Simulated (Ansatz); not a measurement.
**Data sheet: ZrAg (DFT)**

ZrAg:
Space group Cmcm (No. 63); a = 2.875 Å, b = 11.404 Å, c = 4.696 Å, α = β = γ = 90.00°

```csv
atom,site,symmetry,x,y,z
Zr,4c,m2m,0.0000,0.3367,0.2500
Ag,4c,m2m,0.0000,0.0699,0.2500
```
(The calculation used a cell of 4 atoms; values per cell refer to that cell.)

Space group Cmcm (No. 63); conventional cell a = 2.8751 Å, b = 11.4044 Å, c = 4.6959 Å, α = β = γ = 90.00°.

Method: DFT-PBEsol in the program Ansatz with PAW potentials. Structure relaxed to zero pressure with the same functional. Other levels are named where they apply.

Cell and energy:

```yaml
volume_per_atom: 19.25 Å³
density: 8.59 g/cm³
Formation energy from the elements (no fitted shifts): -0.041 eV/atom
```

Electronic structure:

```yaml
electronic_character: metallic (no gap)
Density of states at the Fermi level: 1.1 states/eV per atom (mean over ±0.08 eV)
Gap with spin–orbit coupling: none (metallic)
```

Mechanics:

```yaml
Bulk modulus (Birch–Murnaghan fit): 116 GPa
Pressure derivative B′: 4.4
```

Phonons:

```yaml
highest_zone_centre_frequency: 23.3 meV
zone_centre_stability: no imaginary mode at Γ
```

The start of the workflow was typed in or built on a structure type; neither database checked (COD, Materials Project) lists it. COD files the formula under space group No. 129. Its standing as an ambient phase is unchecked. The PBEsol relaxation kept the symmetry of its start. No spin polarisation was allowed. As this level gives no gap, phonon frequencies hold no LO–TO term and depend on the k-mesh and smearing (Fermi–Dirac, 0.1 eV here). Axis ratios of metals converge slowly with the k-mesh, so a and c are less sure than the volume. The references are the lowest solids computed at this level, not always the standard phases. Scalar-relativistic: spin–orbit coupling is off unless named, which matters more the heavier the elements.

Potentials: the later of the program's two PAW sets.
